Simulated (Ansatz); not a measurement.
**AlGaN2: frozen normal mode**

The calculation used DFT LDA, scalar-relativistic, plane waves, PAW (Ansatz). The runs took a 420 eV cutoff, a Γ-centred 8×8×6 mesh and Gaussian smearing (0.05 eV). No spin polarisation. Energies are free energies at this smearing, counted from the undisturbed cell; pressure is positive in compression.

The undisturbed cell (as given, not relaxed at this level; it stands at -5.0 GPa, and it needn't be the usual structure):

```
CELL_PARAMETERS angstrom
3.14088 0.00000 0.00000
0.00000 3.14088 0.00000
0.00000 0.00000 4.42384
ATOMIC_POSITIONS crystal
Al 0.50000 0.50000 0.50000
Ga 0.00000 0.00000 0.00000
N 0.50000 0.00000 0.73826
N 0.00000 0.50000 0.26174
```

A zone-centre mode of this cell is frozen in: each atom moves by x times its row below, so x is the largest displacement.
```
atom ux uy uz
 Al1  0.000  0.000   0.000
 Ga2  0.000  0.000   0.000
  N3  0.000  0.000   1.000
  N4  0.000  0.000  -1.000
```

```csv
x (Å),ΔE (meV/cell),force along the mode (eV/Å),pressure (GPa),gap on the mesh (eV)
-0.1200,386.1,5.98,-2.6,2.56
-0.0900,227.1,4.62,-3.6,2.66
-0.0600,109.2,3.23,-4.3,2.75
-0.0300,33.3,1.82,-4.8,2.81
0.0000,0.0,0.39,-5.0,2.86
0.0300,9.8,-1.05,-4.9,2.88
0.0600,63.1,-2.50,-4.5,2.88
0.0900,160.0,-3.96,-3.8,2.86
0.1050,224.8,-4.69,-3.3,2.82
0.1200,300.6,-5.41,-2.8,2.79
```